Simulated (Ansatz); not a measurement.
## MgB2H8 — electric field gradients

The cell is a computed structure from the Materials Project (it need not be an observed phase), taken as it stands.

```cif
data_MgB2H8
_symmetry_space_group_name_H-M 'Pmc2_1'
_symmetry_Int_Tables_number 26
_cell_length_a 4.3119
_cell_length_b 6.0968
_cell_length_c 8.3907
_cell_angle_alpha 90.000
_cell_angle_beta 90.000
_cell_angle_gamma 90.000
loop_
_atom_site_label
_atom_site_type_symbol
_atom_site_symmetry_multiplicity
_atom_site_Wyckoff_symbol
_atom_site_fract_x
_atom_site_fract_y
_atom_site_fract_z
Mg Mg 2 a 0.0000 0.6984 0.5006
B3 B 2 a 0.0000 0.5180 0.2449
B5 B 2 b 0.5000 0.1024 0.9788
H7 H 4 c 0.2798 0.9418 0.5668
H8 H 2 b 0.5000 0.0082 0.3599
H10 H 2 a 0.0000 0.4168 0.3722
H11 H 2 a 0.0000 0.7186 0.2557
H13 H 4 c 0.7599 0.5317 0.6762
H16 H 2 b 0.5000 0.7004 0.4427
```

One atom of each set is listed.

Computed with Ansatz: DFT, PBE, plane waves and PAW, scalar-relativistic, 420 eV cutoff, Γ-centred 7×5×4 k-points, Fermi–Dirac smearing 0.02 eV.

Conventions: |V_zz| ≥ |V_yy| ≥ |V_xx|, η = (V_xx − V_yy)/V_zz, C_Q = eQV_zz/h. ν_Q = 3|C_Q|/[2I(2I − 1)].

²⁵Mg: I = 5/2, Q = 199.4 mb; ¹¹B: I = 3/2, Q = 40.59 mb; H-2: I = 1, Q = 2.858 mb. Nuclear quadrupole moments: year-2017 set (Pyykkö).

Question: Give the quadrupolar parameters of the distinct sites.

Answer: 

| site | atoms | first shell | C_Q (MHz) | η | ν_Q (MHz) |
| --- | --- | --- | --- | --- | --- |
| Mg | 2 | 8 H at 1.99–2.21 Å | -1.64 | 0.71 | 0.246 |
| B3 | 2 | 4 H at 1.22–1.23 Å | 0.334 | 0.65 | 0.167 |
| B5 | 2 | 4 H at 1.20–1.24 Å | -0.867 | 0.15 | 0.434 |
| H7 | 4 | 1 B at 1.23 Å; also 1 Mg at 1.99 Å | 0.116 | 0.25 | 0.174 |
| H8 | 2 | 1 B at 1.20 Å | 0.132 | 0.01 | 0.198 |
| H10 | 2 | 1 B at 1.23 Å; also 1 Mg at 2.03 Å | 0.113 | 0.25 | 0.169 |
| H11 | 2 | 1 B at 1.23 Å; also 1 Mg at 2.06 Å | 0.117 | 0.24 | 0.175 |
| H13 | 4 | 1 B at 1.22 Å; also 1 Mg at 2.07 Å | 0.118 | 0.21 | 0.178 |
| H16 | 2 | 1 B at 1.24 Å | 0.107 | 0.32 | 0.160 |

At H7, H8, H10, H11, H13 and H16 V_zz points along its bond to B (within 6°) in each case.

The lattice is static: at room temperature BH₄ may turn and average the couplings of its hydrogen.
